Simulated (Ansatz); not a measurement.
Cell and atoms are relaxed with the symmetry kept. Start:

```yaml
crystal:
  lattice:
    - [3.74839, 0.00000, 0.00000]
    - [-1.87419, 3.24620, 0.00000]
    - [0.00000, 0.00000, 5.98553]
  atoms:
    - { symbol: Cr, position: [0.00000, 0.00000, 0.50000] }
    - { symbol: Te, position: [0.33333, 0.66667, 0.24264] }
    - { symbol: Te, position: [0.66667, 0.33333, 0.75736] }
```

All numbers below come from DFT PBEsol, scalar-relativistic, plane waves, PAW in Ansatz 0.2.0.

Settings: cutoff 420 eV, Γ-centred mesh 12×12×8 on the computed 3-atom cell, Gaussian smearing of 0.10 eV; collinear spin from starting moments 2.82 -0.14 -0.14 μB.

**Question.** What does it relax to?

**Answer.** The volume stays the same within 0.01 Å³/atom to 24.28 Å³/atom, and the energy changes by under 0.1 meV/atom. The cell ends with a moment of 2.38 μB (only this magnetic start was tried). Final structure:
```xyz
3
Lattice="3.7484 0.0000 0.0000 -1.8742 3.2462 0.0000 0.0000 0.0000 5.9855" Properties=species:S:1:pos:R:3 pbc="T T T"
Cr    0.0000    0.0000    2.9928
Te    0.0000    2.1641    1.4524
Te    1.8742    1.0821    4.5332
```

Spin-orbit coupling is left out, which matters for the bands of heavy elements. The cell holds one magnetic atom, so it can only be ferromagnetic; an antiferromagnetic order may lie lower.